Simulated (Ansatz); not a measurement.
Band table of GaSb (zincblende type)

```
Ga Sb
1.0
     0.00000    3.02497    3.02497
     3.02497    0.00000    3.02497
     3.02497    3.02497    0.00000
Ga Sb
1 1
Direct
  0.00000 0.00000 0.00000
  0.25000 0.25000 0.25000
```

The cell comes from a relaxation on PAW files under the same functional, begun from a prototype that needn't be the stable phase.

Level of theory: DFT with LDA, scalar-relativistic, in Ansatz 0.2.0; a Γ-centred 11×11×11 k mesh, Fermi–Dirac smearing of 0.1 eV, no spin polarisation. LAPW: all electrons, basis error target 1 meV/atom.

Spin–orbit coupling is left out, which matters for the heavy atoms.

Path points, in fractions of the reciprocal vectors: Γ (0.000, 0.000, 0.000), X (-0.500, -0.500, 0.000), U (-0.375, -0.375, 0.250), K (-0.375, 0.000, 0.375), L (0.000, 0.000, 0.500), W (-0.500, -0.250, 0.250). The distance column jumps between branches of the path. Levels in eV from the valence-band top; bands 14 to 25, counted from the lowest band of the run. The gap is 0.06 eV, the pressure 0.01 GPa.

```
# k(1/Å) point b14 b15 b16 b17 b18 b19 b20 b21 b22 b23 b24 b25
0.000 Γ -15.15 -15.15 -15.15 -15.10 -15.10 -11.78 0.00 0.00 0.00 0.06 2.77 2.77
0.148 - -15.16 -15.15 -15.15 -15.10 -15.10 -11.70 -1.19 -0.29 -0.29 1.18 2.55 3.14
0.297 - -15.16 -15.15 -15.15 -15.10 -15.10 -11.49 -2.40 -0.87 -0.87 1.70 2.54 4.00
0.445 - -15.17 -15.14 -15.14 -15.10 -15.10 -11.13 -3.58 -1.47 -1.47 1.35 2.82 5.04
0.593 - -15.19 -15.13 -15.13 -15.11 -15.10 -10.66 -4.70 -1.98 -1.98 1.01 2.43 6.15
0.742 - -15.20 -15.13 -15.13 -15.11 -15.10 -10.09 -5.74 -2.37 -2.37 0.81 1.84 7.28
0.890 - -15.20 -15.12 -15.12 -15.11 -15.10 -9.51 -6.60 -2.61 -2.61 0.76 1.35 8.32
1.039 X -15.21 -15.12 -15.12 -15.11 -15.10 -9.21 -7.00 -2.69 -2.69 0.81 1.11 8.85
1.091 - -15.20 -15.12 -15.12 -15.11 -15.10 -9.21 -7.00 -2.74 -2.68 0.85 1.16 8.74
1.143 - -15.20 -15.12 -15.12 -15.11 -15.10 -9.21 -6.99 -2.88 -2.65 0.93 1.36 8.47
1.196 - -15.20 -15.13 -15.12 -15.11 -15.10 -9.21 -6.97 -3.08 -2.61 1.00 1.70 8.13
1.248 - -15.20 -15.13 -15.12 -15.11 -15.10 -9.21 -6.94 -3.29 -2.55 1.07 2.16 7.76
1.301 - -15.20 -15.13 -15.13 -15.11 -15.10 -9.22 -6.91 -3.49 -2.48 1.14 2.68 7.39
1.353 - -15.20 -15.13 -15.13 -15.11 -15.10 -9.24 -6.87 -3.66 -2.39 1.22 3.26 7.02
1.406 U -15.20 -15.13 -15.13 -15.11 -15.10 -9.28 -6.81 -3.78 -2.29 1.31 3.87 6.67
2.042 K -15.20 -15.13 -15.13 -15.11 -15.10 -9.28 -6.81 -3.78 -2.29 1.31 3.87 6.67
2.199 - -15.19 -15.13 -15.13 -15.10 -15.10 -9.55 -6.50 -3.87 -1.90 1.62 5.36 5.86
2.356 - -15.19 -15.14 -15.14 -15.10 -15.10 -10.03 -5.92 -3.54 -1.44 1.91 4.90 4.92
2.514 - -15.18 -15.14 -15.14 -15.10 -15.10 -10.57 -5.08 -2.90 -0.96 2.01 4.14 4.30
2.671 - -15.17 -15.15 -15.14 -15.10 -15.10 -11.07 -4.01 -2.07 -0.53 1.84 3.53 3.64
2.829 - -15.16 -15.15 -15.15 -15.10 -15.10 -11.45 -2.75 -1.15 -0.22 1.53 3.10 3.15
2.986 - -15.16 -15.15 -15.15 -15.10 -15.10 -11.69 -1.36 -0.34 -0.05 1.04 2.85 2.86
3.143 Γ -15.15 -15.15 -15.15 -15.10 -15.10 -11.78 0.00 0.00 0.00 0.06 2.77 2.77
3.272 - -15.15 -15.15 -15.15 -15.10 -15.10 -11.72 -1.13 -0.10 -0.10 0.84 2.90 2.90
3.400 - -15.16 -15.15 -15.15 -15.10 -15.10 -11.56 -2.37 -0.33 -0.33 1.03 3.21 3.21
3.529 - -15.17 -15.15 -15.15 -15.10 -15.10 -11.30 -3.57 -0.61 -0.61 0.88 3.54 3.54
3.657 - -15.17 -15.14 -15.14 -15.10 -15.10 -10.95 -4.68 -0.85 -0.85 0.67 3.73 3.73
3.786 - -15.18 -15.14 -15.14 -15.10 -15.10 -10.57 -5.62 -1.04 -1.04 0.50 3.78 3.78
3.914 - -15.18 -15.14 -15.14 -15.10 -15.10 -10.22 -6.31 -1.16 -1.16 0.39 3.77 3.77
4.043 L -15.19 -15.14 -15.14 -15.10 -15.10 -10.07 -6.57 -1.20 -1.20 0.35 3.75 3.75
4.148 - -15.19 -15.14 -15.14 -15.10 -15.10 -10.04 -6.56 -1.62 -1.27 0.77 3.64 3.90
4.253 - -15.19 -15.14 -15.14 -15.10 -15.10 -9.95 -6.53 -2.33 -1.47 1.45 3.45 4.34
4.357 - -15.19 -15.14 -15.13 -15.10 -15.10 -9.80 -6.52 -2.98 -1.79 2.05 3.36 5.07
4.462 - -15.19 -15.13 -15.13 -15.10 -15.10 -9.61 -6.55 -3.44 -2.19 2.54 3.44 5.66
4.567 - -15.20 -15.13 -15.13 -15.10 -15.10 -9.40 -6.66 -3.66 -2.62 2.99 3.67 5.28
4.672 - -15.20 -15.13 -15.13 -15.10 -15.10 -9.23 -6.79 -3.64 -3.03 3.44 4.03 4.70
4.777 W -15.20 -15.13 -15.13 -15.10 -15.10 -9.16 -6.85 -3.51 -3.28 3.74 4.28 4.43
4.851 - -15.20 -15.13 -15.13 -15.11 -15.10 -9.17 -6.86 -3.47 -3.26 3.35 3.63 5.12
4.925 - -15.20 -15.13 -15.13 -15.11 -15.10 -9.17 -6.88 -3.38 -3.19 2.74 2.97 5.87
5.000 - -15.20 -15.13 -15.13 -15.11 -15.10 -9.18 -6.91 -3.23 -3.08 2.15 2.38 6.65
5.074 - -15.20 -15.13 -15.12 -15.11 -15.10 -9.19 -6.95 -3.05 -2.95 1.62 1.87 7.43
5.148 - -15.20 -15.12 -15.12 -15.11 -15.10 -9.20 -6.97 -2.87 -2.82 1.19 1.47 8.14
5.222 - -15.20 -15.12 -15.12 -15.11 -15.10 -9.21 -6.99 -2.74 -2.72 0.91 1.21 8.66
5.296 X -15.21 -15.12 -15.12 -15.11 -15.10 -9.21 -7.00 -2.69 -2.69 0.81 1.11 8.85
```
